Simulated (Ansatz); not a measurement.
InAgTe2 (chalcopyrite)

```yaml
crystal:
  lattice:
    - [-3.21554, 3.21554, 6.38368]
    - [3.21554, -3.21554, 6.38368]
    - [3.21554, 3.21554, -6.38368]
  atoms:
    - { symbol: Ag, position: [0.75000, 0.25000, 0.50000] }
    - { symbol: Ag, position: [0.00000, 0.00000, 0.00000] }
    - { symbol: In, position: [0.25000, 0.75000, 0.50000] }
    - { symbol: In, position: [0.50000, 0.50000, 0.00000] }
    - { symbol: Te, position: [0.11626, 0.12500, 0.49126] }
    - { symbol: Te, position: [0.63374, 0.62500, 0.50874] }
    - { symbol: Te, position: [0.37500, 0.88374, 0.00874] }
    - { symbol: Te, position: [0.87500, 0.36626, 0.99126] }
```

The slice is a (001) plane (indices of the conventional cell) through the point (0.250, 0.750, 0.500) (fractional), spanned by u = [101] and v = [011] in vectors of this cell: u (6.43 Å) and v (6.43 Å, at 90° to u). It covers one period; positions are fractions (u, v).

Computed with PBEsol (plane waves to 420 eV, PAW, scalar-relativistic; Ansatz, an electronic-structure program). k mesh 7×7×7. Near the nuclei the fields are pseudised (PAW); where an atom keeps semicore shells as valence, they peak there. InAgTe2 was relaxed with its symmetry unable to fall. Spin-orbit coupling is left out, though Te is heavy.

Task: Sketch the electron localisation function (ELF) on this plane as a map.

Result: 
```
|xxxx4444443311000000000000112233444444xx|
|3344444455443311000000001122445555444444|
|4444445577665544220000112255667777554444|
|3344557788887755332211224466889988775544|
|3333557799998866442222224466999988664433|
|1122446688997755333333333355778877553311|
|0011225566665533334455443333556655441100|
|0000112244443333668899996633334433220000|
|000000112222334499xxxxxx8844332222000000|
|000000001122335599xxxxxx9955332211000000|
|000000002222334488xxxxxx9944332222110000|
|0000002233443333669999886633334444221100|
|0000114455665533334455443333556666552211|
|1111335577887755333333333355779988664422|
|3333446688999966442222224466889999775533|
|3344557788998866442211223355778888775544|
|4444445577776655221100002244556677554444|
|3344444455554422110000000011334455444444|
|xxxx4444443322110000000000001133444444xx|
|xxxx3344333311000000000000001133334433xx|
```
Scale: ten equal steps from 0.01 (start of '0') to 0.53 (end of '9'), in the order '0123456789'. Values: electron localisation function (ELF). The map has 20 points along u (two characters each, u = 0 at the left) and 20 along v (v = 0 in the bottom row). Points within 0.5 Å of a nucleus are blanked (x), as the pseudised field means little there.
